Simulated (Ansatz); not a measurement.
## Calculated quadrupolar parameters for CoSi

The cell is an entry of the Crystallography Open Database (COD) whose atoms were relaxed with PBE, the cell held.

```yaml
crystal:
  lattice:
    - [4.43800, 0.00000, 0.00000]
    - [0.00000, 4.43800, 0.00000]
    - [0.00000, 0.00000, 4.43800]
  atoms:
    - { symbol: Co, position: [0.14481, 0.14481, 0.14481] }
    - { symbol: Co, position: [0.35519, 0.85519, 0.64481] }
    - { symbol: Co, position: [0.64481, 0.35519, 0.85519] }
    - { symbol: Co, position: [0.85519, 0.64481, 0.35519] }
    - { symbol: Si, position: [0.84293, 0.84293, 0.84293] }
    - { symbol: Si, position: [0.65707, 0.15707, 0.34293] }
    - { symbol: Si, position: [0.34293, 0.65707, 0.15707] }
    - { symbol: Si, position: [0.15707, 0.34293, 0.65707] }
```

Sites (sets of like atoms) are named by element and the number of their first atom in this list.

Level of theory: DFT, r2SCAN, plane waves and PAW, scalar-relativistic, collinear spin, 500 eV cutoff, Γ-centred 8×8×8 k-points, Fermi–Dirac smearing 0.05 eV (Ansatz 0.2.0). Start moments as typed (μB): 2 on each Co, none on the rest.

C_Q = eQV_zz/h, which is 24.18 MHz for Q = 1 b and V_zz = 10²¹ V/m²; η = (V_xx − V_yy)/V_zz.

Co-59: I = 7/2, Q = 420.0 mb. Quadrupole moments are those of Pyykkö's year-2017 table.

| site | atoms (order as listed) | first shell | V_xx, V_yy, V_zz (10²¹ V/m²) | η | C_Q (MHz) |
| --- | --- | --- | --- | --- | --- |
| Co | 1, 2, 3, 4 | 7 Si at 2.32–2.44 Å, 6 Co at 2.73 Å | -0.28, -0.28, 0.56 | 0.00 | 5.68 |
| Si | 5, 6, 7, 8 | 7 Co at 2.32–2.44 Å, 6 Si at 2.75 Å | 1.20, 1.20, -2.41 | 0.00 | – |

An axis of threefold or higher order runs through Co and Si, so V_zz lies along it and η is zero.

Si has no stable isotope with a ground-state quadrupole moment in the table, so no C_Q is given.

At this cell the r2SCAN pressure is -8 GPa, so with r2SCAN the cell would shrink if it were relaxed. The entry's cell may itself be off. The program didn't check the stability of this electronic state in full, so a lower one may lie near. The run finds no gap above 0.1 eV (a metal, or nearly one), so the gradients can move by 10 % or more with the k-mesh. With these PAW files V_zz is typically within 2 to 3 % of all-electron values, but misses above 10 % occur on Co. The start moments die out, and the run ends without spin.
